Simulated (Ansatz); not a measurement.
BaTe:
```
BaTe
1.0
    0.00000     3.53156     3.53156
    3.53156     0.00000     3.53156
    3.53156     3.53156     0.00000
Ba Te
1 1
Direct
  0.00000   0.00000   0.00000
  0.50000   0.50000   0.50000
```

Tensor components refer to the Cartesian frame of this cell.

**Question.** Give the high-frequency dielectric tensor and the Born effective charge tensors of the independent atoms from DFPT, plane-wave PAW r²SCAN (Ansatz code).

**Answer.** 
ε∞:
```
5.31  0.00  0.00
0.00  5.31  0.00
0.00  0.00  5.31
```
Z* of atom 1 (Ba), rows: field, columns: displacement, in e:
```
2.53  0.00  0.00
0.00  2.53  0.00
0.00  0.00  2.53
```
Z* of atom 2 (Te), rows: field, columns: displacement, in e:
```
-2.53   0.00   0.00
 0.00  -2.53   0.00
 0.00   0.00  -2.53
```

Static charges for comparison (Bader): Ba1 +1.43, Te2 -1.43 e. Born charges measure polarisation by displacement and can exceed these by far.

Space group Fm-3m (rock salt). The cell was relaxed with r²SCAN under the symmetry of its start; of distortions, only those at the zone centre were tested. Spin–orbit coupling is left out wherever it is not named.

Potentials: the later of the program's two PAW sets.
